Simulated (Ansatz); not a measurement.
Input, command and steps of an Ansatz relaxation.

```yaml
crystal:
  lattice:
    - [0.0, 2.967667, 2.967667]
    - [2.967667, 0.0, 2.967667]
    - [2.967667, 2.967667, 0.0]
  atoms:
    - { symbol: Te, position: [0.5, 0.5, 0.5] }
    - { symbol: As, position: [0.0, 0.0, 0.0] }
basis:
  ecutwfc: 420
kpoints:
  mp_grid: { grid: [12, 12, 12] }
hamiltonian:
  xc: pbesol
  dispersion: d3bj
scf:
  occupations: { method: gaussian, width: 0.1 }
output:
  forces: true
  stress: true
  eigenvalues: true
  write_density: true
  write_potential: true
  elf: true
  volumetric_format: npy
relax:
  adjacent_minimum: "off"
  f_tol: 0.005
  max_steps: 80
  cell: { stress_tol: 0.05 }
```

```bash
ansatz run input.yaml --threads 1 --pin off --max-ram 2560MiB --backend cpu --events-out ev --progress --plain --runs-dir out
```

The calculation used DFT PBEsol+D3(BJ), scalar-relativistic, plane waves, PAW in Ansatz.

Of 5 frames 5 are shown, positions in Å and forces in eV/Å; the SCF threshold varies from step to step. Steps run on the plane waves of an earlier cell, with a Pulay correction in the pressure. The basis is chosen afresh for the last frame, the zero of the energies, and at times for earlier ones too; energy and pressure step there, also at an unchanged geometry.

```xyz
2
Lattice="0.0000 2.9677 2.9677 2.9677 0.0000 2.9677 2.9677 2.9677 0.0000" Properties=species:S:1:pos:R:3:forces:R:3 pbc="T T T" step=1 free_energy_over_end_meV_per_atom=37.91 pressure_GPa=-5.43
Te    2.9677    2.9677    2.9677    0.0000    0.0000    0.0000
As    0.0000    0.0000    0.0000    0.0000    0.0000    0.0000
2
Lattice="0.0000 2.8202 2.8202 2.8202 0.0000 2.8202 2.8202 2.8202 0.0000" Properties=species:S:1:pos:R:3:forces:R:3 pbc="T T T" step=2 free_energy_over_end_meV_per_atom=29.78 pressure_GPa=6.34
Te    2.8202    2.8202    2.8202    0.0000    0.0000    0.0000
As    0.0000    0.0000    0.0000    0.0000    0.0000    0.0000
2
Lattice="0.0000 2.8959 2.8959 2.8959 0.0000 2.8959 2.8959 2.8959 0.0000" Properties=species:S:1:pos:R:3:forces:R:3 pbc="T T T" step=3 free_energy_over_end_meV_per_atom=0.18 pressure_GPa=-0.72
Te    2.8959    2.8959    2.8959    0.0000    0.0000    0.0000
As    0.0000    0.0000    0.0000    0.0000    0.0000    0.0000
2
Lattice="0.0000 2.8874 2.8874 2.8874 0.0000 2.8874 2.8874 2.8874 0.0000" Properties=species:S:1:pos:R:3:forces:R:3 pbc="T T T" step=4 free_energy_over_end_meV_per_atom=-0.37 pressure_GPa=-0.04
Te    2.8874    2.8874    2.8874    0.0000    0.0000    0.0000
As    0.0000    0.0000    0.0000    0.0000    0.0000    0.0000
2
Lattice="0.0000 2.8874 2.8874 2.8874 0.0000 2.8874 2.8874 2.8874 0.0000" Properties=species:S:1:pos:R:3:forces:R:3 pbc="T T T" step=5 free_energy_over_end_meV_per_atom=0.00 pressure_GPa=-0.04
Te    2.8874    2.8874    2.8874    0.0000    0.0000    0.0000
As    0.0000    0.0000    0.0000    0.0000    0.0000    0.0000
```

It took 17 s on 1 thread of Arm Neoverse V2, with other jobs on the host, peak memory 0.38 GiB.